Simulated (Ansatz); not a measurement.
Ag (fcc, Cu type)

```xyz
4
Lattice="4.1492 0.0000 0.0000 0.0000 4.1492 0.0000 0.0000 0.0000 4.1492" Properties=species:S:1:pos:R:3 pbc="T T T"
Ag     0.0000     0.0000     0.0000
Ag     2.0746     2.0746     0.0000
Ag     2.0746     0.0000     2.0746
Ag     0.0000     2.0746     2.0746
```

In each cell atom 1 (Ag, nearest neighbour Ag at 2.934 Å; its periodic images, 4.1 Å or more away, move with it) moves by s·(0.577, 0.577, 0.577) (along Cartesian [111]), the rest being held.

Computed with PBE (plane waves to 420 eV, PAW, scalar-relativistic; Ansatz, a first-principles code). k mesh 9×9×9 (Γ-centred), Fermi-Dirac smearing 0.05 eV. Energies are smeared free energies. With partly filled bands, energies and forces of such displacements shift with the k mesh and the smearing. On this mesh the relaxed cell isn't quite at rest: it carries a pressure of -0.1 GPa (compression positive) at the zero of the scan. Ag was relaxed with its symmetry unable to fall. The PAW data are Ansatz's earlier set. The zero of ΔE is the undisplaced structure. The last digit holds for this mesh only.

```json
[
 {"s (Å)": "-0.880", "ΔE (meV/cell)": "3218.3"},
 {"s (Å)": "-0.704", "ΔE (meV/cell)": "1722.1"},
 {"s (Å)": "-0.528", "ΔE (meV/cell)": "withheld"},
 {"s (Å)": "-0.352", "ΔE (meV/cell)": "319.8"},
 {"s (Å)": "-0.176", "ΔE (meV/cell)": "73.2"},
 {"s (Å)": "0.000", "ΔE (meV/cell)": "0.0"},
 {"s (Å)": "0.176", "ΔE (meV/cell)": "73.2"},
 {"s (Å)": "0.352", "ΔE (meV/cell)": "319.8"},
 {"s (Å)": "0.528", "ΔE (meV/cell)": "withheld"},
 {"s (Å)": "0.704", "ΔE (meV/cell)": "1722.1"},
 {"s (Å)": "0.880", "ΔE (meV/cell)": "3218.3"}
]
```

Task: Fit an even polynomial form (powers 2, 4, 6) to the given rows and predict ΔE at s = -0.528.

Result: Least squares on the 9 given rows: ΔE = (2287)·s² + (2365)·s⁴ + (61.51)·s⁶, in meV/cell with s in Å; root-mean-square residual 0.22 meV/cell. At -0.528 the fit gives 822.7 meV/cell; the calculation gives 822.3 meV/cell, so the interpolation is off by 0.4 (+0.0 %). The quadratic term alone would give 637.6 meV/cell.

(A displaced cell: forces are minus the slopes of the energy, force constants its curvatures, and phonons follow from these.)
